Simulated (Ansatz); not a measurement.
Below is a relaxed structure of Ga₃As₂N. The cell was found from a structure generator's guess, not taken from experiment.

Level of theory: Ansatz 0.2.0, DFT PBE, scalar-relativistic, plane waves, PAW. Cutoff 420 eV, Γ-centred mesh, Gaussian smearing, no spin polarisation.

```xyz
6
Lattice="3.4374 0.0000 0.0000 -1.7187 2.9768 0.0000 0.0000 0.0000 9.4897" Properties=species:S:1:pos:R:3 pbc="T T T"
Ga    0.0000    1.9846    5.9099
Ga    1.7187    0.9923    3.5798
Ga    0.0000    0.0000    0.0000
As    1.7187    0.9923    7.7922
As    0.0000    1.9846    1.6976
N     0.0000    0.0000    4.7449
```

Energies over the elements count from the elements' standard structures at the same level (N₂ as a molecule), with no fitted energy shifts.

Question: What space group does it have?

Answer: P-3m1 (No. 164), with As and N ordered on rock salt sites. Conventional cell: a = 3.437 Å, c = 9.490 Å. Ga on a site of symmetry 3m has 3 N at 2.30 Å and 3 As at 2.74 Å; Ga on a site of symmetry -3m has 6 As at 2.61 Å; As is surrounded by 6 Ga at 2.61–2.74 Å; around N lie 6 Ga at 2.30 Å.

Question: How far does it lie from the elements in energy?

Answer: +0.21 eV/atom. It can't be a ground state, since the elements alone are lower.

Question: Is it a metal?

Answer: Yes, bands cross the Fermi level on the 12×12×4 mesh.

The last run used a 12×12×4 mesh (in the run's order of axes) for its 6-atom cell and Gaussian smearing of 0.10 eV. The reference form of As is held partly by dispersion forces, which this level lacks. A structure relaxed within its symmetry needn't be a true minimum. Another cell of Ga3As2N relaxed alike, in I4/mmm, lies 47 meV/atom lower, so this cell isn't the stable form at this level.
